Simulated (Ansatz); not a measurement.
The geometry is COD entry 1523310, unchecked; take it as a test cell.

Below is the log of a run of Ansatz 0.2.0.

```
Y, Hg: output.efg is read without spin–orbit coupling, which moves field gradients at and beside such atoms by some per cent and up to a factor of two; PAW files take it under magnetization.noncollinear and magnetization.spin_orbit
Engine: ansatz 0.2.0
Pseudopotentials: kind: paw
Pseudopotential: Y, paw, valence charge 11, recommended cutoff 420 eV (normal)
Pseudopotential: Hg, paw, valence charge 20, recommended cutoff 420 eV (normal)
Functional definition: SPW92
  exchange = slater_x
  correlation = pw_c
Crystal: 2 atoms, lattice volume = 49.917 Å³
Basis set: ecut = 420 eV, 949 PW (Γ)
Bands: 20, of which v1, the nominal top of the filled ones, is band 16 counted from 1 (15 counted from 0)
Symmetry: 48 space group operations
Space group: Pm-3m (ITA 221), of the structure as read, at distance tolerance 3.7e-5 Å
k-points: 56 of 1331
Non-local potential: Y, projectors of the file, l = 0: 3, l = 1: 2, l = 2: 2, l = 3: 1
Non-local potential: Hg, projectors of the file, l = 0: 3, l = 1: 2, l = 2: 2, l = 3: 1
PAW form: soft (Blöchl's): semilocal exchange-correlation on the pseudo side does not see the compensation charge
PAW frozen core: Y, regenerated for the run's functional, and the local potential with it (the file was generated under x = pbe(κ = 0.804, μ = 0.2195149727645171), c = pbe(β = 0.06672455060314922))
PAW frozen core: Hg, regenerated for the run's functional, and the local potential with it (the file was generated under x = pbe(κ = 0.804, μ = 0.2195149727645171), c = pbe(β = 0.06672455060314922))
PAW one-centre angular grid: Y, 590 points (default); XC on 64 Gauss nodes
PAW one-centre angular grid: Hg, 590 points (default); XC on 64 Gauss nodes
Initial density: superposition of atomic densities (neutral atoms: chi_scale 0, normalization atom), corrected by the library's trained network
Initial wavefunctions: pseudopotential atomic-orbital guess
Functional: x = slater, c = lda
SCF iter   1: F=—  HF=-17269.284078 eV  |F-HF|=—  |Δ(HF+E_count)|=         —  Δρ=5.52e-3  dr2=6.87e-3  ethr=1.77e-3  ⟨swp⟩=5.5  Hψ=4548  notcnv=0
preconditioner: auto → Kerker (q_TF=auto, 2.520 Å⁻¹)  [metal: Δε(μ)=0.035 eV  Ē_g=13.148 eV  σ=0.080 eV  W_gap=0.11  n_scr=18 (ndim 8)  ℏωp=24.1 eV  f_vac=0.000  D(μ)=2.13/eV (n_scr^D=18)]
SCF iter   2: F=—  HF=-17269.283460 eV  |F-HF|=—  |Δ(HF+E_count)|=   6.18e-4  Δρ=2.83e-3  dr2=1.40e-3  ethr=2.22e-5  ⟨swp⟩=2.1  Hψ=1870  notcnv=0
SCF iter   3: F=—  HF=-17269.283103 eV  |F-HF|=—  |Δ(HF+E_count)|=   3.57e-4  Δρ=4.54e-4  dr2=4.55e-5  ethr=4.50e-6  ⟨swp⟩=2.1  Hψ=1541  notcnv=0
SCF iter   4: F=—  HF=-17269.283104 eV  |F-HF|=—  |Δ(HF+E_count)|=   1.07e-6  Δρ=9.28e-5  dr2=3.78e-6  ethr=1.47e-7  ⟨swp⟩=2.1  Hψ=1674  notcnv=0
SCF iter   5: F=—  HF=-17269.283105 eV  |F-HF|=—  |Δ(HF+E_count)|=   3.97e-7  Δρ=2.38e-5  dr2=3.76e-7  ethr=1.22e-8  ⟨swp⟩=2.7  Hψ=1767  notcnv=0
SCF iter   6: F=-17269.283105 eV  HF=-17269.283105 eV  |F-HF|=2.10e-9  |Δ(HF+E_count)|=   3.59e-8  Δρ=4.73e-6  dr2=9.51e-9  ethr=3.23e-10  ⟨swp⟩=7.6  Hψ=6049  notcnv=0
SCF 1 converged in 6 iterations: F = -17269.283105 eV  dr2 = 9.51e-9
  greatest PAW one-centre occupation: 1.000 electrons in one spin orbital (limit 2), on the Hg atom at site 1 (counted from 0), in its partial waves of l = 0
NSCF: frozen V_eff on 99 k-points
SCF converged after 6 iterations
Free energy (F): -17269.283105 eV
Harris-Foulkes:  -17269.283105 eV  (|F-HF|=2.10e-9)
Internal energy: -17269.237548 eV  (E = F + TS)
E sigma→0 (E₀):  -17269.260326 eV
Entropy (-TS):   -0.045557 eV (-22.778 meV/atom)
Fermi energy:    13.571814 eV
--- Per-component energies (eV) ---
  E_band       = -505.645386
  E_kinetic    = 909.921046
  E_local      = -3338.721770  (includes V_loc(G=0)·N_el)
  E_nonlocal   = 130.850398
  E_hartree    = 1378.342594
  E_xc         = -392.293418
  E_vxc        = -462.652960  (∫ρ·V_xc dr)
  E_paw        = -12377.721766  (= ΣΔE_a)
  E_vpaw       = -501.725981  (= ΣTr[D̂ρ^β])
  E_aug_tail   = 0.000841  (compensation charges beyond the density's cutoff)
  E_ewald      = -3580.521151
  E_core_change = 0.905679  (= ΣΔE_core)
  E_smearing   = -0.045557  (= −TS)
  E_closure    = 0.000000  (closes the sum)
  Σ components = -17269.283105   (vs F -17269.283105, Δ=0.00e0)
--- Forces (eV/Å), atoms counted from 1 ---
  atom   1  Y      0.00000000    -0.00000000    -0.00000000
  atom   2  Hg    -0.00000000     0.00000000     0.00000000
  max |Σ_I F_I| component: 5.26e-30 eV/Å
--- Stress (GPa, compression-positive) ---
       -3.481238       0.000000       0.000000
        0.000000      -3.481238      -0.000000
        0.000000      -0.000000      -3.481238
  P = ⅓ Tr σ = -3.4812 GPa (-34.812 kbar)
--- PAW observables at the nuclei: V_zz in 10²¹ V/m², potentials from the cell's mean, atoms counted from 1 ---
  atom   1  Y  V_zz =    +0.000000   η = 0.0000   by run symmetry: forbidden
            electrostatic potential = -5719.664334 V   contact ρ = 441932.916406 e/Å³
  atom   2  Hg V_zz =    +0.000000   η = 0.0000   by run symmetry: forbidden
            electrostatic potential = -16793.578089 V   contact ρ = 14075671.461173 e/Å³
--- Band table (eV; the first three rows and the last of 56) ---
  k-point 0: bands = ["-102.0385", "-50.2959", "-50.2959", "-50.2959", "-29.4391", "-9.3645", "-9.3645", "-9.3645", "5.5681", "5.8238", "5.8238", "6.4025", "6.4025", "6.4025", "13.8342", "13.8342", "17.3758", "17.3758", "17.3758", "17.9919"]
  k-point 1: bands = ["-102.0385", "-50.2961", "-50.2959", "-50.2959", "-29.4377", "-9.3863", "-9.3631", "-9.3631", "5.6827", "5.8359", "5.8704", "6.3935", "6.3935", "6.4075", "13.7927", "13.8144", "16.6886", "16.6886", "17.3542", "17.4337"]
  k-point 2: bands = ["-102.0385", "-50.2967", "-50.2959", "-50.2959", "-29.4341", "-9.4441", "-9.3593", "-9.3593", "5.8689", "5.8943", "6.1244", "6.3696", "6.3696", "6.4211", "13.4496", "13.7605", "15.9035", "15.9035", "16.7698", "17.2965"]
  k-point 55: bands = ["-102.0384", "-50.2981", "-50.2981", "-50.2981", "-29.3920", "-9.5570", "-9.5570", "-9.5568", "6.0667", "6.0867", "6.0867", "6.8008", "6.8008", "10.6717", "11.6674", "11.6674", "12.6211", "17.9084", "17.9084", "18.4971"]
--- Löwdin populations: 2 sites ---
  site symbol       q [e]
     0      Y     11.3801
     1     Hg     19.0906
  spilling = 0.017076 (of n_electrons = 31.000000)
--- Bader charges: 2 sites ---
  site symbol  charge [e]  shift [e]
     0      Y      1.4523     0.0000
     1     Hg     -1.4523     0.0000
  estimated error of the sums over rays = 2.1e-4 e
```

The cell and starting positions:

```
CELL_PARAMETERS angstrom
3.68200 0.00000 0.00000
0.00000 3.68200 0.00000
0.00000 0.00000 3.68200
ATOMIC_POSITIONS crystal
Y 0.50000 0.50000 0.50000
Hg 0.00000 0.00000 0.00000
```

Parts of the input that the log doesn't repeat:

```yaml
  band_path:
    path:
      - [0.0, 0.0, 0.0]
      - [0.0, 0.5, 0.0]
      - [0.5, 0.5, 0.0]
      - [0.0, 0.0, 0.0]
      - [0.5, 0.5, 0.5]
      - [0.0, 0.5, 0.0]
      - [0.5, 0.5, 0.5]
      - [0.5, 0.5, 0.0]
    npoints: 14
output:
  forces: true
  stress: true
  eigenvalues: true
  efg: { contact_densities: true }
  populations: true
  bader: true
  dos: { projected: true, de: 0.2, e_range: [-14, 8] }
  write_density: true
  write_potential: true
  elf: true
  volumetric_format: npy
```

Question: Write the input that produced this log.

Answer: 
```yaml
crystal:
  lattice:
    - [3.682, 0.0, 0.0]
    - [0.0, 3.682, 0.0]
    - [0.0, 0.0, 3.682]
  atoms:
    - { symbol: "Y", position: [0.5, 0.5, 0.5] }
    - { symbol: Hg, position: [0.0, 0.0, 0.0] }
kpoints:
  mp_grid: { grid: [11, 11, 11] }
  band_path:
    path:
      - [0.0, 0.0, 0.0]
      - [0.0, 0.5, 0.0]
      - [0.5, 0.5, 0.0]
      - [0.0, 0.0, 0.0]
      - [0.5, 0.5, 0.5]
      - [0.0, 0.5, 0.0]
      - [0.5, 0.5, 0.5]
      - [0.5, 0.5, 0.0]
    npoints: 14
scf:
  occupations: { method: fermi_dirac, width: 0.08 }
hamiltonian:
  xc: lda
  pseudopotentials: { kind: paw }
output:
  forces: true
  stress: true
  eigenvalues: true
  efg: { contact_densities: true }
  populations: true
  bader: true
  dos: { projected: true, de: 0.2, e_range: [-14, 8] }
  write_density: true
  write_potential: true
  elf: true
  volumetric_format: npy
```
This is the input that was run; digits and keys that the log doesn't show could differ in an equivalent one.
